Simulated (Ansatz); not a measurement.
An Ansatz input:

```yaml
crystal:
  lattice:
    - [-2.245591907, 2.245591907, 1.2260931812]
    - [2.245591907, -2.245591907, 1.2260931812]
    - [2.245591907, 2.245591907, -1.2260931812]
  atoms:
    - { symbol: Fe, position: [0.0, 0.0, 0.0] }
    - { symbol: Fe, position: [0.75, 0.25, 0.5] }
hamiltonian:
  xc: lda
  pseudopotentials:
    kind: paw
    azcp:
      Fe: "pseudopotentials/Fe.paw.azcp"
basis:
  ecutwfc: 420
  fft_grid_basis: typed
kpoints:
  mp_grid: { grid: [14, 14, 10], shift: [0, 0, 0] }
magnetization:
  spin_polarized: false
scf:
  occupations: { method: fermi_dirac, width: 0.1 }
relax:
  max_steps: 60
  f_tol: 0.01
  cell: {}
```

Output

```
Warning: the record states the generating functional pbe (its physics header spells it `PBE`), which answers neither for hamiltonian.xc's functional nor for the lda family's — results may be inconsistent (PPs are generated against a specific XC)
Warning: crystal.symmetry: narrowed to the stabiliser of the k-point mesh — unitary ops 16 → 4; excluded 12 operations that carry a point of the 14×14×10 mesh (shift [0, 0, 0]) off the mesh (the run samples exactly the mesh kpoints.mp_grid names, as under crystal.symmetry.detect: false, and its converged state has the mesh's symmetry, not the crystal's; ε∞, the Born charges and the force constants of a linear response (`dielectric:` by the response, `phonons.method: dfpt`) are averaged over those of the crystal's operations that the state keeps within a tolerance, where `mesh_tensors`, `unaveraged_element` or `gamma_mean_max_change_ev_ang2` stands beside them; a row that `dielectric.field_direction` solves alone is averaged likewise, with nothing beside; a Γ-centred mesh of equal divisions is mapped onto itself by every operation and keeps the whole group, as does a half-shifted one under kpoints.further_shifts: images)
Engine: ansatz 0.2.0, x86_64-unknown-linux-gnu
Pseudopotentials: kind: paw
Pseudopotential: Fe, paw, valence charge 16, recommended cutoff 420 eV (normal) 
Functional definition: SPW92
  exchange = slater_x
  correlation = pw_c
Crystal: 2 atoms, lattice volume = 24.731 Å³
Basis set: ecut = 420 eV, 485 PW (Γ)
Bands: 20, of which v1, the nominal top of the filled ones, is band 16 counted from 1 (15 counted from 0)
Symmetry: 4 space group operations
k-points: 534 of 1960
Non-local potential: Fe, projectors of the file, l = 0: 3, l = 1: 2, l = 2: 3, l = 3: 1
PAW form: soft (Blöchl's): semilocal exchange-correlation on the pseudo side does not see the compensation charge
PAW frozen core: Fe, regenerated for the run's functional, and the local potential with it (the file was generated under x = pbe(κ = 0.804, μ = 0.2195149727645171), c = pbe(β = 0.06672455060314922))
PAW one-centre angular grid: Fe, 590 points (default); XC on 64 Gauss nodes
Initial density: superposition of atomic densities (neutral atoms: chi_scale 0, normalization atom), corrected by the library's trained network
Initial wavefunctions: pseudopotential atomic-orbital guess
Functional: x = slater, c = lda
SCF iter   1: F=—  HF=-8838.217491 eV  |F-HF|=—  |Δ(HF+E_count)|=         —  Δρ=2.29e-2  dr2=6.52e-2  ethr=1.77e-3  ⟨swp⟩=4.8  Hψ=87049  notcnv=0  defer=304
automatic band count: the SCF goes on with 24 bands, as 20 were too few: the levels above may hold too much charge
SCF iter   2: F=—  HF=-8838.206600 eV  |F-HF|=—  |Δ(HF+E_count)|=   1.09e-2  Δρ=9.85e-3  dr2=1.22e-2  ethr=2.04e-4  ⟨swp⟩=2.0  Hψ=19757  notcnv=0  defer=366
SCF iter   3: F=—  HF=-8838.204533 eV  |F-HF|=—  |Δ(HF+E_count)|=   2.07e-3  Δρ=2.24e-3  dr2=3.71e-4  ethr=3.81e-5  ⟨swp⟩=2.3  Hψ=16929  notcnv=0  defer=366
SCF iter   4: F=—  HF=-8838.204410 eV  |F-HF|=—  |Δ(HF+E_count)|=   1.23e-4  Δρ=9.04e-4  dr2=4.96e-5  ethr=1.16e-6  ⟨swp⟩=1.7  Hψ=16835  notcnv=0  defer=366
SCF iter   5: F=—  HF=-8838.204398 eV  |F-HF|=—  |Δ(HF+E_count)|=   1.21e-5  Δρ=2.34e-4  dr2=3.29e-6  ethr=1.55e-7  ⟨swp⟩=1.0  Hψ=12499  notcnv=0  defer=366
SCF iter   6: F=-8838.204398 eV  HF=-8838.204398 eV  |F-HF|=3.47e-8  |Δ(HF+E_count)|=   4.08e-7  Δρ=2.80e-5  dr2=4.64e-8  ethr=3.13e-10  ⟨swp⟩=4.0  Hψ=52694  notcnv=0
SCF 1 converged in 6 iterations: F = -8838.204398 eV  dr2 = 4.64e-8
relax step   1: F+E_penalty+E_count = -8838.20439752 eV  Δ(F+E_penalty+E_count) = +0.000e0 eV  max|allowed force component| = 3.544e-4 eV/Å  Δτ_max = 0.0000 Å  P = -31.233 GPa  Ω = 24.731 Å³  (6 SCF iters, dr2 threshold 1.00e-7 eV, accepted)
...
iter 4 did not close the SCF: its close was put off for the readings that it lacked (scf_convergence_deferred on its scf_iter line)
SCF iter   4: F=-8839.762367 eV  HF=-8839.762367 eV  |F-HF|=5.46e-12  |Δ(HF+E_count)|=  5.46e-12  Δρ=1.04e-7  dr2=1.17e-12  ethr=1.00e-12  ⟨swp⟩=1.0  Hψ=12816  notcnv=0
iter 5 did not close the SCF: its close was put off for the readings that it lacked (scf_convergence_deferred on its scf_iter line)
SCF iter   5: F=-8839.762367 eV  HF=-8839.762367 eV  |F-HF|=1.82e-12  |Δ(HF+E_count)|=  3.64e-12  Δρ=3.51e-8  dr2=1.50e-13  ethr=1.00e-12  ⟨swp⟩=1.0  Hψ=12816  notcnv=0
iter 6 did not close the SCF: its close was put off for the readings that it lacked (scf_convergence_deferred on its scf_iter line)
SCF iter   6: F=-8839.762367 eV  HF=-8839.762367 eV  |F-HF|=0.00e0  |Δ(HF+E_count)|=  1.82e-12  Δρ=3.92e-9  dr2=6.67e-16  ethr=1.00e-12  ⟨swp⟩=1.0  Hψ=12816  notcnv=0
iter 7 did not close the SCF: its close was put off for the readings that it lacked (scf_convergence_deferred on its scf_iter line)
SCF iter   7: F=-8839.762367 eV  HF=-8839.762367 eV  |F-HF|=0.00e0  |Δ(HF+E_count)|=    0.00e0  Δρ=2.01e-9  dr2=3.30e-16  ethr=1.00e-12  ⟨swp⟩=1.0  Hψ=12816  notcnv=0
SCF iter   8: F=-8839.762367 eV  HF=-8839.762367 eV  |F-HF|=1.82e-12  |Δ(HF+E_count)|=    0.00e0  Δρ=2.38e-10  dr2=4.38e-18  ethr=1.00e-12  ⟨swp⟩=2.2  Hψ=34861  notcnv=0
SCF 24 converged in 8 iterations: F = -8839.762367 eV  dr2 = 4.38e-18
relax step  24: F+E_penalty+E_count = -8839.76236671 eV  Δ(F+E_penalty+E_count) = -3.955e-6 eV  max|allowed force component| = 7.868e-6 eV/Å  Δτ_max = 0.0000 Å  P = +0.001 GPa  Ω = 19.558 Å³  stress off target by 4.66e-3 GPa  SCF on the basis re-selected at this cell (its energy is not comparable with the rows above)  (8 SCF iters)
basis re-selected at this cell: Δ(F+E_penalty+E_count) = -3.955e-6 eV, ΔP = -0.000 GPa vs the last step (what re-selecting the basis moved, of the pressure what is left beyond the Pulay correction that the steps carried, after the strain that the cell walked since its last selection, with what the two solves' SCF thresholds leave and, on support functions, any second-order correction that the steps lacked; it is no measure of the basis error at this ecutwfc). This SCF's stress stands 4.66e-3 GPa from its target on what of the cell is left free (relax.cell.stress_tol is 5.00e-2 GPa) and its largest allowed force component is 7.87e-6 eV/Å (relax.f_tol is 1.00e-2 eV/Å): within both
SCF converged after 8 iterations
Free energy (F): -8839.762367 eV
Harris-Foulkes:  -8839.762367 eV  (|F-HF|=1.82e-12)
Internal energy: -8839.643656 eV  (E = F + TS)
E sigma→0 (E₀):  -8839.703011 eV
Entropy (-TS):   -0.118711 eV (-59.355 meV/atom)
Fermi energy:    21.753601 eV
--- Per-component energies (eV) ---
  E_band       = -325.021459
  E_kinetic    = 715.348012
  E_local      = -3771.985655  (includes V_loc(G=0)·N_el)
  E_nonlocal   = 436.115871
  E_hartree    = 1597.965633
  E_xc         = -238.824485
  E_vxc        = -309.155981  (∫ρ·V_xc dr)
  E_paw        = -2607.026463  (= ΣΔE_a)
  E_vpaw       = -591.276601  (= ΣTr[D̂ρ^β])
  E_aug_tail   = 0.001630  (compensation charges beyond the density's cutoff)
  E_ewald      = -4972.041269
  E_core_change = 0.803071  (= ΣΔE_core)
  E_smearing   = -0.118711  (= −TS)
  E_closure    = 0.000000  (closes the sum)
  Σ components = -8839.762367   (vs F -8839.762367, Δ=0.00e0)
--- Forces (eV/Å), atoms counted from 1 ---
  atom   1  Fe     0.00000787    -0.00000787     0.00000000
  atom   2  Fe    -0.00000787     0.00000787    -0.00000000
  max |Σ_I F_I| component: 0.00e0 eV/Å
--- Stress (GPa, compression-positive) ---
        0.001692      -0.002967      -0.000076
       -0.002967       0.001692      -0.000076
       -0.000076      -0.000076      -0.000746
  P = ⅓ Tr σ = 0.0009 GPa (0.009 kbar)
--- Relaxed structure (21 steps of the walk, 21 accepted, 3 SCFs on fresh bases) ---
  F+E_penalty+E_count = -8839.76236671 eV   max|allowed force component| = 7.868e-6 eV/Å   (the final SCF, on the basis selected at the relaxed cell)
  cell:  # Å, volume = 19.5583 Å³
    - [-2.78471349579597, 2.783768058373496, 1.1882236623197735]
    - [2.783768058373496, -2.78471349579597, 1.1882236623197735]
    - [1.4784430664451154, 1.4784430664451154, -1.1899552326906357]
  atoms:
    - { symbol: Fe, position: [-1.458145554027205e-5, 1.458145554027205e-5, 0.0] }
    - { symbol: Fe, position: [0.7500145814555403, 0.24998541854445971, 0.5000000000000002] }
```

Command:

```sh
ansatz run input.yaml --threads 2 --pin off --max-ram 5120MiB --backend cpu --events-out ev --progress --plain --runs-dir out
```

On 2 threads of Intel(R) Xeon(R) Platinum 8488C (Sapphire Rapids) (shared host) this took about 120 s of wall time and 230 s of CPU time.
